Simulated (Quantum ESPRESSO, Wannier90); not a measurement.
CaHClO (P6₃mc): Wannier90 run

Structure: Materials Project mp-642725, symmetrised, not relaxed again. Not found in the COD (Crystallography Open Database) copy used; not checked further. Computed values, not measurements, from PBEsol: Quantum ESPRESSO (norm-conserving PseudoDojo potentials, cutoff 68 Ry, no spin polarisation, no spin-orbit coupling) on a Γ-centred 4×4×4 mesh, then Wannier90. Density: 12×12×4 mesh, cold smearing 0.01 Ry.

```
begin unit_cell_cart
ang
    3.8698401089    0.0000000000    0.0000000000
   -1.9349200544    3.3513798429    0.0000000000
    0.0000000000    0.0000000000    9.8098300000
end unit_cell_cart
mp_grid = 4 4 4
```

Problem. Which shells of neighbouring k-points and which b-vectors and weights does Wannier90 pick for this cell and mesh?

Solution. 
```
 *---------------------------------- K-MESH ----------------------------------*
 +----------------------------------------------------------------------------+
 |                    Distance to Nearest-Neighbour Shells                    |
 |                    ------------------------------------                    |
 |          Shell             Distance (Ang^-1)          Multiplicity         |
 |          -----             -----------------          ------------         |
 |             1                   0.160125                      2            |
 |             2                   0.320249                      2            |
 |             3                   0.468701                      6            |
 |             4                   0.480374                      2            |
 |             5                   0.495299                     12            |
 |             6                   0.567662                     12            |
 |             7                   0.640499                      2            |
 |             8                   0.671149                     12            |
       ... (lines left out)
 +----------------------------------------------------------------------------+
 | The b-vectors are chosen automatically                                     |
 | The following shells are used:                       1,  3                 |
 +----------------------------------------------------------------------------+
 |                        Shell   # Nearest-Neighbours                        |
 |                        -----   --------------------                        |
 |                          1               2                                 |
 |                          2               6                                 |
 +----------------------------------------------------------------------------+
 | Completeness relation is fully satisfied [Eq. (B1), PRB 56, 12847 (1997)]  |
 +----------------------------------------------------------------------------+
 |                  b_k Vectors (Ang^-1) and Weights (Ang^2)                  |
 |                  ----------------------------------------                  |
 |            No.         b_k(x)      b_k(y)      b_k(z)        w_b           |
 |            ---        --------------------------------     --------        |
 |             1         0.000000    0.000000    0.160125    19.500835        |
 |             2         0.000000    0.000000   -0.160125    19.500835        |
 |             3         0.000000    0.468701    0.000000     1.517352        |
 |             4         0.405907    0.234351    0.000000     1.517352        |
 |             5         0.000000   -0.468701    0.000000     1.517352        |
 |             6         0.405907   -0.234351    0.000000     1.517352        |
 |             7        -0.405907   -0.234351    0.000000     1.517352        |
 |             8        -0.405907    0.234351    0.000000     1.517352        |
```
